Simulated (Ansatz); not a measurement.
Spin-resolved density of states of GdZn (Pm-3m)

```yaml
crystal:
  lattice:
    - [3.61800, 0.00000, 0.00000]
    - [0.00000, 3.61800, 0.00000]
    - [0.00000, 0.00000, 3.61800]
  atoms:
    - { symbol: Gd, position: [0.00000, 0.00000, 0.00000] }
    - { symbol: Zn, position: [0.50000, 0.50000, 0.50000] }
```

Geometry: a structure as deposited in COD; nothing is relaxed.

Functional, mesh and filling: LDA, 11×11×11 k mesh, Fermi–Dirac smearing of 0.05 eV. LAPW is all-electron LAPW in Ansatz 0.2.0. Site moments are integrated in spheres about the atoms. Start moments (μB): Gd1 7.1.

Q: Give the density of states by spin, smoothed by a Gaussian of 0.15 eV.

A: 
```csv
E − E_F (eV),majority (states/eV/cell),minority (states/eV/cell)
-7.00,12.02,11.81
-6.70,2.84,3.53
-6.40,0.12,0.10
-6.10,0.12,0.08
-5.80,0.15,0.11
-5.50,0.18,0.14
-5.20,0.25,0.17
-4.90,0.58,0.21
-4.60,8.50,0.27
-4.30,14.48,0.39
-4.00,1.47,0.81
-3.70,0.36,0.65
-3.40,0.16,0.24
-3.10,0.12,0.11
-2.80,0.13,0.07
-2.50,0.16,0.09
-2.20,0.21,0.13
-1.90,0.39,0.17
-1.60,0.71,0.29
-1.30,0.94,0.59
-1.00,0.69,0.98
-0.70,0.59,0.85
-0.40,0.79,0.69
-0.10,1.23,0.93
0.20,0.77,3.34
0.50,0.24,14.77
0.80,0.74,6.10
1.10,1.24,1.07
1.40,0.89,0.26
1.70,1.10,0.76
2.00,0.95,1.33
2.30,0.79,1.06
2.60,0.83,1.10
2.90,1.23,0.87
3.20,0.85,0.71
3.50,0.52,0.67
3.80,0.54,1.12
4.10,0.55,0.84
4.40,0.44,0.55
```
Site moments (μB): Gd1 7.17, Zn2 0.05. Cell moment 7.37 μB.

Löwdin populations of d and f shells (filled inner shells left out):

| shell | up | down |
| --- | --- | --- |
| Gd1 5d | 1.55 | 1.04 |
| Gd1 4f | 6.99 | 0.16 |

Further occupied bands lie below the window, the nearest with its top at -7.0 eV.

Without U a semilocal functional puts the f levels too near the Fermi level, which can change moments and the order of magnetic states; site and cell moments are spin moments. Spin–orbit coupling is left out although heavy atoms are present. With open f shells a run can end in a state that isn't the lowest. These are results for the start and cell typed. The real compound can order otherwise, in a larger cell, or not at all, since semilocal functionals at zero temperature often overstate magnetism.
